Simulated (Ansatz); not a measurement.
MgO:
```
MgO
1.0
    5.50197     0.00000     0.00000
    0.00000     5.50197     0.00000
    0.00000     0.00000     3.26836
Mg O
4 4
Direct
  0.32089   0.67911   0.00000
  0.67911   0.32089   0.00000
  0.82089   0.82089   0.50000
  0.17911   0.17911   0.50000
  0.31635   0.31635   0.00000
  0.68365   0.68365   0.00000
  0.18365   0.81635   0.50000
  0.81635   0.18365   0.50000
```

Relaxed with r²SCAN.

Task: Give the Bader charges and basin volumes of the independent atoms, DFT-r²SCAN in the program Ansatz with PAW potentials.

Result: 

```tsv
atom	Bader charge (e)	Bader volume (Å³)
Mg1	+1.73	5.1
O5	-1.73	19.6
```

Space group P4_2/mnm. The start of the workflow was typed in or built on a structure type; neither database checked (COD, Materials Project) lists it. It is not the phase usual at ambient conditions (space group No. 225). The r²SCAN relaxation kept the symmetry of its start; whether a distortion lowers the energy is not shown.

Potentials: the earlier of the program's two PAW sets.
